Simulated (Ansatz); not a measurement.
Phonons of Na (bcc, W type) at N = (0.5, 0.0, 0.0), H = (0.5, 0.5, 0.5).

Na (bcc, W type)

```xyz
1
Lattice="-2.0984 2.0984 2.0984 2.0984 -2.0984 2.0984 2.0984 2.0984 -2.0984" Properties=species:S:1:pos:R:3 pbc="T T T"
Na     0.0000     0.0000     0.0000
```

The numbers are results of PBE (plane waves to 420 eV, PAW, scalar-relativistic; Ansatz, an electronic-structure program), not measurements. Harmonic phonons by density-functional perturbation theory on a 16×16×16 k mesh, in cm⁻¹ and rounded to 5; i marks imaginary ones, q is in fractions of the reciprocal vectors of the cell shown, and the three acoustic modes at Γ are left out. Na was relaxed with its symmetry unable to fall. The PAW data are Ansatz's earlier set.

```csv
q,wavenumbers (cm⁻¹)
"N = (0.5, 0.0, 0.0)","30, 85, 130"
"H = (0.5, 0.5, 0.5)",125 (×3)
```

The structure shows no imaginary mode at these points (lowest 30 cm⁻¹ at N = (0.5, 0.0, 0.0)); other wave vectors were not tested.

Highest mode: 130 cm⁻¹ at N = (0.5, 0.0, 0.0).
